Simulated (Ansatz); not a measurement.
LaN:
```yaml
crystal:
  lattice:
    - [0.00000, 2.77323, 2.77323]
    - [2.77323, 0.00000, 2.77323]
    - [2.77323, 2.77323, 0.00000]
  atoms:
    - { symbol: N, position: [0.25000, 0.25000, 0.25000] }
    - { symbol: La, position: [0.00000, 0.00000, 0.00000] }
```

PBEsol (plane waves, PAW; program Ansatz) gives a gap of 1.07 eV without spin–orbit coupling, maximum at X, minimum at Γ.

What happens when spin–orbit coupling is switched on?

The gap decreases by 0.09 eV, to 0.98 eV; maximum at X, minimum at Γ.

Give the electron effective mass with spin–orbit coupling.

0.39 mₑ (isotropic).

Space group F-43m (zinc blende). The start of the workflow was typed in or built on a structure type; neither database checked (COD, Materials Project) lists it. COD files the formula under space group No. 225, so this cell is another polymorph or a model. Whether it is the stable phase at ambient conditions was not checked. Symmetry was held in the PBEsol relaxation; phonons on a q-mesh show no instability.

Potentials: the later of the program's two PAW sets.
